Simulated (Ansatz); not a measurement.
A relaxed cell of Cr (Im-3m (No. 229)), relaxed on a k-mesh at least as fine as the one used below. All values below come from r2SCAN (plane waves to 500 eV, PAW, scalar-relativistic; Ansatz, a first-principles code). Γ-centred k-mesh 16×8×16 on the run's cell (coarser than for final values), Fermi–Dirac smearing 0.05 eV.

```
CELL_PARAMETERS angstrom
     -1.41467     1.41467     1.41467
      2.82934    -2.82934     2.82934
      1.41467     1.41467    -1.41467
ATOMIC_POSITIONS crystal
  Cr 0.00000 0.00000 0.00000
  Cr 0.00000 0.50000 0.00000
```

The atoms are displaced by (Å):

```
atom      ux      uy      uz
----  ------  ------  ------
Cr1   -0.100   0.033   0.135
Cr2    0.216  -0.002  -0.049
```

Question: What forces (eV/Å) and pressure result?

Answer: 
```json
[
 {"atom": "Cr1", "Fx": "2.52", "Fy": "-0.08", "Fz": "-0.48"},
 {"atom": "Cr2", "Fx": "-2.52", "Fy": "0.08", "Fz": "0.48"}
]
```

Pressure +5.2 GPa.

Question: Estimate the energy cost of the displacement in the harmonic approximation and compare with the calculation.

Answer: For a harmonic well ΔE = −½ Σ F·u = 0.444 eV a cell, or 222 meV/atom. The calculated energy relative to the undisplaced cell is +0.26 eV/atom, so the harmonic estimate holds well.

No spin polarisation in the result: the starting moments vanished. A magnetic state may lie lower.

The run that gave the undisplaced cell could not lose the symmetry of its start; a randomly shaken copy of 2 atoms returns to this structure.
